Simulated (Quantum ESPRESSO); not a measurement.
RuW2In2Pd2Hf, input and log of a self-consistent run

A calculation, not a measurement. The program is pw.x of Quantum ESPRESSO 7.5 (plane-wave density functional theory). The cell is made up: eight metal atoms on a hexagonal close-packed lattice, with elements, volume, strain and displacements drawn at random and not relaxed, so it may be unstable or far from any real phase. PseudoDojo standard norm-conserving files set the functional (PBE unless stated); there is no spin polarisation or spin-orbit coupling, the Fermi-Dirac width of 0.25 eV means electrons at about 2900 K, and the masses in the input are unused placeholders. Heavy elements are run without spin-orbit coupling, which real alloys of them have. A spin test at this wide smearing found no moment, but such smearing suppresses magnetism that the real alloy may have.

Input:

```
&control calculation='scf', pseudo_dir='./dojo.nc.sr.pbe.v0_5.standard.upf', outdir='./o', disk_io='minimal', tprnfor=.true., tstress=.true. /
&system ibrav=0, nat=8, ntyp=5, nbnd=75, ecutwfc=87.97787729, nosym=.true., tot_charge=0,
 occupations='smearing', smearing='fd', degauss=0.0183746611
/
&electrons conv_thr=1.470e-08, electron_maxstep=70, mixing_beta=0.5 /
ATOMIC_SPECIES
Hf 1.0 Hf.upf
In 1.0 In.upf
Pd 1.0 Pd.upf
Ru 1.0 Ru.upf
W 1.0 W.upf
CELL_PARAMETERS angstrom
-0.0001 0.0579 -4.8573
0.0421 5.3498 -0.0631
6.0102 0.0486 0.0001
ATOMIC_POSITIONS angstrom
Ru 0.0053 -0.0194 0.0364
W 2.9266 0.0674 -0.0151
In 1.5565 2.7534 0.0237
Pd 4.6061 2.7425 -0.1
Pd 0.0289 1.7627 -2.4234
W 3.0485 1.8097 -2.5997
Hf 1.5109 4.5386 -2.587
In 4.5531 4.3054 -2.5445
K_POINTS automatic
5 5 4 1 1 1
```

The log is shortened where brackets say so; the opening notice, blank lines, dates and the lines on written files are dropped, and the path of the files is cut. It prints rydbergs, bohrs and kilobars, and counts compression as positive stress. Its total energy is the free energy E - TS of the whole cell.

```
     Program PWSCF v.7.5
     Parallel version (MPI & OpenMP), running on       4 processor cores
     Number of MPI processes:                 4
     Threads/MPI process:                     1
     [start-up lines left out]
     bravais-lattice index     =            0
     lattice parameter (alat)  =       9.1796  a.u.
     unit-cell volume          =    1053.7299 (a.u.)^3
     number of atoms/cell      =            8
     number of atomic types    =            5
     number of electrons       =       118.00
     number of Kohn-Sham states=           75
     kinetic-energy cutoff     =      87.9779  Ry
     charge density cutoff     =     351.9115  Ry
     scf convergence threshold =      1.5E-08
     mixing beta               =       0.5000
     number of iterations used =            8  plain     mixing
     Exchange-correlation= PBE
                           (   1   4   3   4   0   0   0)
     [axes and pseudopotential details left out]
   Cartesian axes
     site n.     atom                  positions (alat units)
         1        Ru     tau(   1) = (   0.0010911  -0.0039937   0.0074933  )
         2        W      tau(   2) = (   0.6024730   0.0138750  -0.0031085  )
         3        In     tau(   3) = (   0.3204228   0.5668179   0.0048789  )
         4        Pd     tau(   4) = (   0.9482167   0.5645740  -0.0205861  )
         5        Pd     tau(   5) = (   0.0059494   0.3628713  -0.4988837  )
         6        W      tau(   6) = (   0.6275675   0.3725468  -0.5351770  )
         7        Hf     tau(   7) = (   0.3110355   0.9343210  -0.5325626  )
         8        In     tau(   8) = (   0.9373060   0.8863142  -0.5238135  )
     number of k points=    50  Fermi-Dirac smearing, width (Ry)=  0.0184
                       cart. coord. in units 2pi/alat
        k(    1) = (   0.1003124   0.0888440  -0.0989501), wk =   0.0400000
        k(    2) = (   0.3023837   0.0872535  -0.0989732), wk =   0.0400000
     [further k points left out]
     Dense  grid:   117481 G-vectors     FFT dimensions: (  60,  64,  72)
     Estimated max dynamical RAM per process >     445.64 MB
     Estimated total dynamical RAM >       1.66 GB
     Initial potential from superposition of free atoms
     starting charge     117.9882, renormalised to     118.0000
     Starting wfcs are   76 randomized atomic wfcs
     total cpu time spent up to now is        6.6 secs
     per-process dynamical memory:   347.5 Mb
     Self-consistent Calculation
     iteration #  1     ecut=    87.98 Ry     beta= 0.50
     Davidson diagonalization with overlap
     ethr =  1.00E-02,  avg # of iterations =  4.8
     total cpu time spent up to now is       23.8 secs
     total energy              =   -1414.93943288 Ry
     estimated scf accuracy    <      16.99156373 Ry
     iteration #  2     ecut=    87.98 Ry     beta= 0.50
     Davidson diagonalization with overlap
     ethr =  1.00E-02,  avg # of iterations =  3.0
     total cpu time spent up to now is       42.4 secs
     total energy              =   -1422.16900857 Ry
     estimated scf accuracy    <      63.01824435 Ry
     iteration #  3     ecut=    87.98 Ry     beta= 0.50
     Davidson diagonalization with overlap
     ethr =  1.00E-02,  avg # of iterations =  3.2
     total cpu time spent up to now is       59.3 secs
     total energy              =   -1426.05904985 Ry
     estimated scf accuracy    <      11.67432309 Ry
     iteration #  4     ecut=    87.98 Ry     beta= 0.50
     Davidson diagonalization with overlap
     ethr =  9.89E-03,  avg # of iterations =  1.2
     total cpu time spent up to now is       72.6 secs
     total energy              =   -1426.13694701 Ry
     estimated scf accuracy    <       7.47311914 Ry
     iteration #  5     ecut=    87.98 Ry     beta= 0.50
     Davidson diagonalization with overlap
     ethr =  6.33E-03,  avg # of iterations =  1.1
     total cpu time spent up to now is       85.9 secs
     total energy              =   -1425.90285634 Ry
     estimated scf accuracy    <       2.29273582 Ry
     [iterations 6 to 12 left out]
     iteration # 13     ecut=    87.98 Ry     beta= 0.50
     Davidson diagonalization with overlap
     ethr =  3.08E-07,  avg # of iterations =  2.0
     total cpu time spent up to now is      203.4 secs
     total energy              =   -1426.05776738 Ry
     estimated scf accuracy    <       0.00016095 Ry
     iteration # 14     ecut=    87.98 Ry     beta= 0.50
     Davidson diagonalization with overlap
     ethr =  1.36E-07,  avg # of iterations =  1.0
     total cpu time spent up to now is      215.8 secs
     total energy              =   -1426.05778020 Ry
     estimated scf accuracy    <       0.00000338 Ry
     iteration # 15     ecut=    87.98 Ry     beta= 0.50
     Davidson diagonalization with overlap
     ethr =  2.86E-09,  avg # of iterations =  4.7
     total cpu time spent up to now is      232.8 secs
     total energy              =   -1426.05778124 Ry
     estimated scf accuracy    <       0.00000056 Ry
     iteration # 16     ecut=    87.98 Ry     beta= 0.50
     Davidson diagonalization with overlap
     ethr =  4.75E-10,  avg # of iterations =  1.6
     total cpu time spent up to now is      245.7 secs
     total energy              =   -1426.05778129 Ry
     estimated scf accuracy    <       0.00000002 Ry
     iteration # 17     ecut=    87.98 Ry     beta= 0.50
     Davidson diagonalization with overlap
     ethr =  1.57E-11,  avg # of iterations =  2.7
     total cpu time spent up to now is      261.1 secs
     End of self-consistent calculation
     [lines on levels left out]
!    total energy              =   -1426.05778130 Ry
     estimated scf accuracy    <          6.2E-09 Ry
     smearing contrib. (-TS)   =      -0.11686706 Ry
     internal energy E=F+TS    =   -1425.94091424 Ry
     The total energy is F=E-TS. E is the sum of the following terms:
     one-electron contribution =    -415.01184243 Ry
     hartree contribution      =     275.62874524 Ry
     xc contribution           =    -293.18859432 Ry
     ewald contribution        =    -993.36922273 Ry
     convergence has been achieved in  17 iterations
     Forces acting on atoms (cartesian axes, Ry/au):
     atom    1 type  4   force =     0.01676643   -0.00365844   -0.00366799
     atom    2 type  5   force =     0.01765820    0.05969037    0.00216416
     atom    3 type  2   force =    -0.01564143   -0.04017631   -0.05022474
     atom    4 type  3   force =    -0.01501953   -0.01613556    0.00210980
     atom    5 type  3   force =     0.00104284   -0.00365666   -0.00315183
     atom    6 type  5   force =     0.00652309   -0.07474451    0.00510133
     atom    7 type  1   force =    -0.00694658    0.04658191    0.04042058
     atom    8 type  2   force =    -0.00438302    0.03209920    0.00724869
     Total force =     0.140331     Total SCF correction =     0.000278
     Computing stress (Cartesian axis) and pressure
          total   stress  (Ry/bohr**3)                   (kbar)     P=     -135.56
  -0.00084206   0.00000046  -0.00002326         -123.87        0.07       -3.42
   0.00000046  -0.00099584   0.00006158            0.07     -146.49        9.06
  -0.00002326   0.00006158  -0.00092656           -3.42        9.06     -136.30
     init_run     :      6.11s CPU      6.42s WALL (       1 calls)
     electrons    :    246.63s CPU    254.59s WALL (       1 calls)
     forces       :      2.51s CPU      2.55s WALL (       1 calls)
     stress       :      8.65s CPU      8.92s WALL (       1 calls)
     [timing details left out]
     PWSCF        :   4m24.04s CPU   4m32.71s WALL
     JOB DONE.
```

In other units: free energy -19402.505 eV for the cell, pressure -13.56 GPa, largest force component 1.922 eV/Å in size. The run took 274 s of wall time with four MPI processes on a shared machine (Intel Xeon, 2023 or later, virtual cores), so the time is rough. A rerun of this cell at a higher cutoff and on a denser mesh moved values by no more than 0.009 eV in energy, 0.08 GPa in stress and 0.011 eV/Å in force, and a second program with other atomic files agreed on that cell to 2 % rms in force and 0.5 GPa in pressure.